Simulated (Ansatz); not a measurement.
PtS2:
```
CELL_PARAMETERS angstrom
     -2.35726     2.35726     5.94417
      2.35726    -2.35726     5.94417
      2.35726     2.35726    -5.94417
ATOMIC_POSITIONS crystal
  Pt 0.50000 0.50000 0.00000
  Pt 0.25000 0.75000 0.50000
  S  0.30292 0.30292 0.00000
  S  0.05292 0.55292 0.50000
  S  0.44708 0.94708 0.50000
  S  0.69708 0.69708 0.00000
```

Relaxed with PBE. Special points in fractions of this cell's reciprocal vectors: Γ (0.000, 0.000, 0.000); X (0.000, 0.000, 0.500); P (0.250, 0.250, 0.250); N (0.000, 0.500, 0.000); M (0.500, 0.500, -0.500); S (0.289, 0.711, -0.289); S0 (-0.289, 0.289, 0.289); R (-0.079, 0.079, 0.500); G (0.500, 0.500, -0.079).

**Question.** List the band energies nearest the Fermi level at these points for plane-wave PAW PBE (Ansatz code).

**Answer.** In eV from the Fermi level; about four levels below and three above (degenerate sets whole), none deeper than 8.9 eV; points with the same levels are listed once.

```json
[
 {"k": "Γ", "below": "-0.99 -0.91 -0.78 -0.78", "above": "0.28 0.43 0.43"},
 {"k": "X", "below": "-0.37 -0.37 -0.29 -0.29", "above": "2.43 2.43 2.46 2.46"},
 {"k": "P", "below": "-0.39 -0.39 -0.26 -0.26", "above": "2.41 2.41 2.44 2.44"},
 {"k": "N", "below": "-1.62 -1.31 -1.02 -0.59", "above": "0.05 0.21 0.36"},
 {"k": "M", "below": "-1.35 -1.35 -0.49 -0.49", "above": "0.40 0.40 0.57 0.57"},
 {"k": "S", "below": "-1.45 -1.42 -1.09 -0.61", "above": "0.08 0.11 0.45"},
 {"k": "R", "below": "-0.52 -0.52 -0.25 -0.25", "above": "1.90 1.90 2.91 2.91"}
]
```

Space group I4_1/amd (anatase). A made-up cell: these elements were put on the sites of a structure type; neither database checked (COD, Materials Project) lists it. COD files the formula under space group No. 164, so this cell is another polymorph or a model. Its standing as an ambient phase is unchecked. The cell was relaxed with PBE under the symmetry of its start; its stability against distortions is not shown here. No spin polarisation was allowed. Spin–orbit coupling is left out wherever it is not named.

Potentials: the later of the program's two PAW sets.
